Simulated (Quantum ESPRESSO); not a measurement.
# TiPdAu4Al2: input and log of a self-consistent run

Simulated, not a measurement. The program is pw.x of Quantum ESPRESSO 7.5 (plane-wave density functional theory). The cell is made up: eight metal atoms on a hexagonal close-packed lattice, with elements, volume, strain and displacements drawn at random and not relaxed, so it may be unstable or far from any real phase. PseudoDojo standard norm-conserving files set the functional (PBE unless stated); there is no spin polarisation or spin-orbit coupling, the Fermi-Dirac width of 0.25 eV means electrons at about 2900 K, and the masses in the input are unused placeholders. Heavy elements are run without spin-orbit coupling, which real alloys of them have. A spin test at this wide smearing found no moment, but such smearing suppresses magnetism that the real alloy may have.

Input:

```
&control calculation='scf', pseudo_dir='./dojo.nc.sr.pbe.v0_5.standard.upf', outdir='./o', disk_io='minimal', tprnfor=.true., tstress=.true. /
&system ibrav=0, nat=8, ntyp=4, nbnd=66, ecutwfc=84.00895049, nosym=.true., tot_charge=0,
 occupations='smearing', smearing='fd', degauss=0.0183746611
/
&electrons conv_thr=1.470e-08, electron_maxstep=70, mixing_beta=0.5 /
ATOMIC_SPECIES
Al 1.0 Al.upf
Au 1.0 Au.upf
Pd 1.0 Pd.upf
Ti 1.0 Ti.upf
CELL_PARAMETERS angstrom
-2.9371 0.005 -0.0319
-0.0607 4.9478 -4.7671
-0.0434 -5.0247 -4.8487
ATOMIC_POSITIONS angstrom
Ti -0.1053 0.1216 0.0699
Pd -0.0877 1.6143 -2.3302
Au -0.1396 0.0206 -4.9026
Au -0.2919 1.7331 -7.07
Al -1.3937 -0.7941 -2.4897
Au -1.3635 -2.605 -4.9769
Au -1.6254 -0.8827 -7.3867
Al -1.5604 2.4055 -4.8211
K_POINTS automatic
8 4 4 1 1 1
```

The log is shortened where brackets say so; the opening notice, blank lines, dates and the lines on written files are dropped, and the path of the files is cut. It prints rydbergs, bohrs and kilobars, and counts compression as positive stress. Its total energy is the free energy E - TS of the whole cell.

```
     Program PWSCF v.7.5
     Parallel version (MPI & OpenMP), running on       4 processor cores
     Number of MPI processes:                 4
     Threads/MPI process:                     1
     [start-up lines left out]
     bravais-lattice index     =            0
     lattice parameter (alat)  =       5.5506  a.u.
     unit-cell volume          =     950.1538 (a.u.)^3
     number of atoms/cell      =            8
     number of atomic types    =            4
     number of electrons       =       112.00
     number of Kohn-Sham states=           66
     kinetic-energy cutoff     =      84.0090  Ry
     charge density cutoff     =     336.0358  Ry
     scf convergence threshold =      1.5E-08
     mixing beta               =       0.5000
     number of iterations used =            8  plain     mixing
     Exchange-correlation= PBE
                           (   1   4   3   4   0   0   0)
     [axes and pseudopotential details left out]
   Cartesian axes
     site n.     atom                  positions (alat units)
         1        Ti     tau(   1) = (  -0.0358495   0.0413989   0.0237975  )
         2        Pd     tau(   2) = (  -0.0298576   0.5495906  -0.7933197  )
         3        Au     tau(   3) = (  -0.0475270   0.0070133  -1.6690966  )
         4        Au     tau(   4) = (  -0.0993777   0.5900362  -2.4069908  )
         5        Al     tau(   5) = (  -0.4744870  -0.2703524  -0.8476217  )
         6        Au     tau(   6) = (  -0.4642054  -0.8868757  -1.6943922  )
         7        Au     tau(   7) = (  -0.5533696  -0.3005164  -2.5148118  )
         8        Al     tau(   8) = (  -0.5312402   0.8189557  -1.6413499  )
     number of k points=    64  Fermi-Dirac smearing, width (Ry)=  0.0184
                       cart. coord. in units 2pi/alat
        k(    1) = (  -0.0616807   0.0005124  -0.0757023), wk =   0.0312500
        k(    2) = (  -0.0609818  -0.0725006  -0.1514918), wk =   0.0312500
     [further k points left out]
     Dense  grid:    98825 G-vectors     FFT dimensions: (  36,  75,  80)
     Estimated max dynamical RAM per process >     370.65 MB
     Estimated total dynamical RAM >       1.38 GB
     Initial potential from superposition of free atoms
     starting charge     111.9929, renormalised to     112.0000
     Starting wfcs are   67 randomized atomic wfcs
     total cpu time spent up to now is        5.3 secs
     per-process dynamical memory:   301.7 Mb
     Self-consistent Calculation
     iteration #  1     ecut=    84.01 Ry     beta= 0.50
     Davidson diagonalization with overlap
     ethr =  1.00E-02,  avg # of iterations =  5.3
     total cpu time spent up to now is       18.6 secs
     total energy              =   -1575.99731041 Ry
     estimated scf accuracy    <      13.19069228 Ry
     iteration #  2     ecut=    84.01 Ry     beta= 0.50
     Davidson diagonalization with overlap
     ethr =  1.00E-02,  avg # of iterations =  3.8
     total cpu time spent up to now is       32.3 secs
     total energy              =   -1583.54180917 Ry
     estimated scf accuracy    <      40.84440803 Ry
     iteration #  3     ecut=    84.01 Ry     beta= 0.50
     Davidson diagonalization with overlap
     ethr =  1.00E-02,  avg # of iterations =  2.6
     total cpu time spent up to now is       44.0 secs
     total energy              =   -1585.25637556 Ry
     estimated scf accuracy    <       7.87001090 Ry
     iteration #  4     ecut=    84.01 Ry     beta= 0.50
     Davidson diagonalization with overlap
     ethr =  7.03E-03,  avg # of iterations =  1.7
     total cpu time spent up to now is       53.7 secs
     total energy              =   -1584.96091217 Ry
     estimated scf accuracy    <       4.74399724 Ry
     iteration #  5     ecut=    84.01 Ry     beta= 0.50
     Davidson diagonalization with overlap
     ethr =  4.24E-03,  avg # of iterations =  3.4
     total cpu time spent up to now is       64.2 secs
     total energy              =   -1584.41549037 Ry
     estimated scf accuracy    <       3.01371432 Ry
     [iterations 6 to 13 left out]
     iteration # 14     ecut=    84.01 Ry     beta= 0.50
     Davidson diagonalization with overlap
     ethr =  1.19E-08,  avg # of iterations =  4.1
     total cpu time spent up to now is      162.0 secs
     total energy              =   -1584.74846017 Ry
     estimated scf accuracy    <       0.00000120 Ry
     iteration # 15     ecut=    84.01 Ry     beta= 0.50
     Davidson diagonalization with overlap
     ethr =  1.07E-09,  avg # of iterations =  2.0
     total cpu time spent up to now is      173.3 secs
     total energy              =   -1584.74846033 Ry
     estimated scf accuracy    <       0.00000022 Ry
     iteration # 16     ecut=    84.01 Ry     beta= 0.50
     Davidson diagonalization with overlap
     ethr =  2.00E-10,  avg # of iterations =  2.0
     total cpu time spent up to now is      184.3 secs
     total energy              =   -1584.74846035 Ry
     estimated scf accuracy    <       0.00000007 Ry
     iteration # 17     ecut=    84.01 Ry     beta= 0.50
     Davidson diagonalization with overlap
     ethr =  5.94E-11,  avg # of iterations =  2.0
     total cpu time spent up to now is      195.2 secs
     total energy              =   -1584.74846036 Ry
     estimated scf accuracy    <       0.00000002 Ry
     iteration # 18     ecut=    84.01 Ry     beta= 0.50
     Davidson diagonalization with overlap
     ethr =  1.58E-11,  avg # of iterations =  2.0
     total cpu time spent up to now is      206.1 secs
     End of self-consistent calculation
     [lines on levels left out]
!    total energy              =   -1584.74846036 Ry
     estimated scf accuracy    <          3.7E-09 Ry
     smearing contrib. (-TS)   =      -0.06806008 Ry
     internal energy E=F+TS    =   -1584.68040028 Ry
     The total energy is F=E-TS. E is the sum of the following terms:
     one-electron contribution =    -782.66066478 Ry
     hartree contribution      =     439.45849372 Ry
     xc contribution           =    -272.39741482 Ry
     ewald contribution        =    -969.08081440 Ry
     convergence has been achieved in  18 iterations
     Forces acting on atoms (cartesian axes, Ry/au):
     atom    1 type  4   force =     0.02283343   -0.03521508   -0.02496074
     atom    2 type  3   force =     0.01353993   -0.03858537   -0.04266617
     atom    3 type  2   force =     0.00498791   -0.00153590    0.04079999
     atom    4 type  2   force =     0.00788526    0.02863319   -0.02163493
     atom    5 type  1   force =    -0.00863828    0.02304579   -0.00279287
     atom    6 type  2   force =    -0.02953448    0.02577589    0.03823068
     atom    7 type  2   force =    -0.00374612   -0.00883359   -0.01123319
     atom    8 type  1   force =    -0.00732765    0.00671506    0.02425724
     Total force =     0.115915     Total SCF correction =     0.000304
     Computing stress (Cartesian axis) and pressure
          total   stress  (Ry/bohr**3)                   (kbar)     P=      -35.80
  -0.00016003  -0.00005187  -0.00006851          -23.54       -7.63      -10.08
  -0.00005187  -0.00030864  -0.00005687           -7.63      -45.40       -8.37
  -0.00006851  -0.00005687  -0.00026142          -10.08       -8.37      -38.46
     init_run     :      4.98s CPU      5.17s WALL (       1 calls)
     electrons    :    200.39s CPU    200.84s WALL (       1 calls)
     forces       :      2.11s CPU      2.12s WALL (       1 calls)
     stress       :      7.38s CPU      7.52s WALL (       1 calls)
     [timing details left out]
     PWSCF        :   3m34.99s CPU   3m35.79s WALL
     JOB DONE.
```

In other units: free energy -21561.601 eV for the cell, pressure -3.58 GPa, largest force component 1.097 eV/Å in size. The run took 218 s of wall time with four MPI processes on a shared machine (AMD EPYC, Zen 5, virtual cores), so the time is rough. A rerun of this cell at a higher cutoff and on a denser mesh moved values by no more than 0.004 eV in energy, 0.18 GPa in stress and 0.005 eV/Å in force, and a second program with other atomic files agreed on that cell to 2 % rms in force and 0.5 GPa in pressure.